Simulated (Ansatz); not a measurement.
The calculation used Ansatz 0.2.0, DFT PBE, scalar-relativistic, plane waves, PAW. The final run on the 8-atom cell used 420 eV, a Γ-centred 10×10×10 mesh, 0.10 eV smearing and collinear spin.

The zero of energy is the elements' standard structures at the same level (N₂ as a molecule); no fitted shifts are applied.

Question: Find a candidate cubic metal with formula Al₃VN₄, with a formation energy near −1.02 eV/atom, about 9 Å³ per atom and a net moment near 0.2 μB per atom, in a cell of 8 atoms.

Answer: Al₃VN₄, space group Pm-3m (No. 221). Around Al lie 6 N at 2.05 Å, 4 V at 2.90 Å and 8 Al at 2.90 Å; V is surrounded by 6 N at 2.05 Å and 12 Al at 2.90 Å; around N on a site of symmetry 4/mmm lie 2 V at 2.05 Å and 4 Al at 2.05 Å; N on a site of symmetry m-3m has 6 Al at 2.05 Å.

```xyz
8
Lattice="4.1051 0.0000 0.0000 0.0000 4.1051 0.0000 0.0000 0.0000 4.1051" Properties=species:S:1:pos:R:3 pbc="T T T"
Al    2.0525    0.0000    2.0525
Al    2.0525    2.0525    0.0000
Al    0.0000    2.0525    2.0525
V     0.0000    0.0000    0.0000
N     0.0000    2.0525    0.0000
N     2.0525    2.0525    2.0525
N     0.0000    0.0000    2.0525
N     2.0525    0.0000    0.0000
```

The volume per atom is 8.65 Å³. The density is 4.51 g/cm³ and the energy over the elements is −1.02 eV/atom. The gap on the 10×10×10 mesh of the 8-atom cell is 0 eV (a metal) and the net moment per atom is 0.18 μB. The moment by site is V 1.0 μB.

The structure comes from a generated guess, relaxed at this level; another structure or a mixture of phases may lie lower. Other answers may fit too; this one was computed.

Another magnetic order may lie lower. Symmetry constrained the relaxation, so the result can be a saddle point. Another cell of Al3VN4 relaxed alike, in Cmmm, lies 23 meV/atom lower, so this cell isn't the stable form at this level. Site moments count only spheres around the atoms; the net moment includes the space between them.
